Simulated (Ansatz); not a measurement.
The calculation used Ansatz 0.2.0, DFT PBE, scalar-relativistic, plane waves, PAW. Settings: cutoff 420 eV, Γ-centred meshes spaced at most about 0.3 Å⁻¹, and about 0.25 Å⁻¹ or finer for metals (2π included), Gaussian smearing. No spin polarisation in the final relaxations.

These are static total energies at zero pressure.

Two forms of Sn2F were relaxed alike.

1.

```
Sn F
1.0
     4.93318    0.00000    0.00000
    -2.46659    4.27226    0.00000
     0.00000    0.00000    3.15003
Sn F
2 1
Direct
  0.66667 0.33333 0.50000
  0.33333 0.66667 0.50000
  0.00000 0.00000 0.00000
```

2.

```
Sn F
1.0
     0.00000    3.25444    3.25444
     3.25444    0.00000    3.25444
     3.25444    3.25444    0.00000
Sn F
2 1
Direct
  0.25000 0.25000 0.25000
  0.75000 0.75000 0.75000
  0.50000 0.50000 0.50000
```

Task: Which would you expect to be lower, and how large is the difference?

Result: Cell 1 is lower, by 74 meV/atom. Cell 1 has space group P6/mmm (No. 191), 22.1 Å³/atom and no gap on its mesh; cell 2 has the anti-fluorite type, space group Fm-3m (No. 225), 23.0 Å³/atom and no gap. Counting F atoms around Sn (those within 1.25 times the shortest such distance or 1.15 times the sum of covalent radii, 1.27 where that leaves under three; the shortest distance is added where it exceeds 1.18 times the sum of covalent radii), cell 1 has Sn 6 from 3.3 Å and cell 2 has Sn 4 from 2.8 Å. The denser one is the lower, and pressure would at first widen the difference. In cell 1, Sn has 3 Sn at 2.85 Å, 2 Sn at 3.15 Å and 6 F at 3.25 Å; around F lie 2 F at 3.15 Å and 12 Sn at 3.25 Å (long against covalent radii, as for large ions). In cell 2, around Sn lie 4 F at 2.82 Å and 6 Sn at 3.25 Å; around F lie 8 Sn at 2.82 Å (long against covalent radii, as for large ions). Both come from invented guesses. A third cell relaxed alike, in P6_3/mmc, lies 199 meV/atom below the lower of the two.

In P6/mmm, Fm-3m an odd number of electrons in the primitive cell allows no gap without spin; a larger cell or a magnetic state could open one. A magnetic state wasn't ruled out in cells without spin, among them Fm-3m. Cells relaxed within their symmetry can be saddle points.
